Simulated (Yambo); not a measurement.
Consider the following.

```
Na2CO3
1.0
    4.39238    -2.63220     0.00000
    4.39238     2.63220     0.00000
   -1.35210     0.00000     5.76531
C O Na
2 6 4
Cartesian
  1.93637   0.00000   4.32814
  5.49630   0.00000   1.43718
  0.73490   0.00000   4.80037
  6.69777   0.00000   0.96494
  4.88986   1.11526   1.68226
  2.54281  -1.11526   4.08305
  2.54281   1.11526   4.08305
  4.88986  -1.11526   1.68226
  4.87600   0.00000   4.27089
  2.55667   0.00000   1.49443
  0.00000   0.00000   0.00000
 -0.67605   0.00000   2.88266
```

Workflow: norm-conserving PBEsol (Quantum ESPRESSO, 88 Ry, scalar-relativistic), then G0W0 in Yambo (2×2×2 Γ-centred k mesh, bands 5 to 208 and a 7 Ry block in the screening, 208 bands in G with the Bruneval-Gonze terminator, plasmon pole fitted at 27.2 eV).

Give the PBEsol and G0W0 gaps between the band edges found on this mesh, and say where the edges lie.

Edges: (0, 0, -0.5) → Γ. PBEsol: 4.13 eV; G0W0: 7.09 eV. Nearest settings tried, and what they do to the gap: 166 bands in W, 166 bands in G: +28 meV; 6 Ry block (227 vectors against 281): -30 meV; 4×4×2 mesh: -73 meV. So the settings aren't converged at that level. The k mesh is coarse. 

Geometry of the Materials Project entry, not relaxed at this level.
